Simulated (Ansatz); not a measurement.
SnSe:
```
SnSe
1.0
    8.68218     0.00000     0.00000
    0.00000     4.07692     0.00000
    0.00000     0.00000     6.40635
Sn Se
4 4
Direct
  0.49261   0.25000   0.73241
  0.99261   0.25000   0.76759
  0.50739   0.75000   0.26759
  0.00739   0.75000   0.23241
  0.67869   0.25000   0.09164
  0.17869   0.25000   0.40836
  0.32131   0.75000   0.90836
  0.82131   0.75000   0.59164
```

DFT-r²SCAN in the program Ansatz with PAW potentials gives a gap of 0.94 eV without spin–orbit coupling, maximum on the Γ–X line, 56 % of the way from Γ, minimum off the standard path, at k = (0.000, 0.469, 0.427) in fractions of the reciprocal vectors.

Q: What happens when spin–orbit coupling is switched on?

A: The gap falls by 0.04 eV, to 0.90 eV; maximum on the Γ–X line, 57 % of the way from Γ, minimum off the standard path, at k = (0.000, 0.474, 0.424) in fractions of the reciprocal vectors.

Q: Give the electron effective mass with spin–orbit coupling.

A: 0.24, 0.33, 0.76 mₑ (principal values).

Q: Give the hole effective mass with spin–orbit coupling.

A: 0.51, 0.54, 0.91 mₑ (principal values).

Space group Pnma. Symmetry was held in the r²SCAN relaxation. The volume moved by 45 % from the start of the relaxation.

Potentials: the later of the program's two PAW sets.
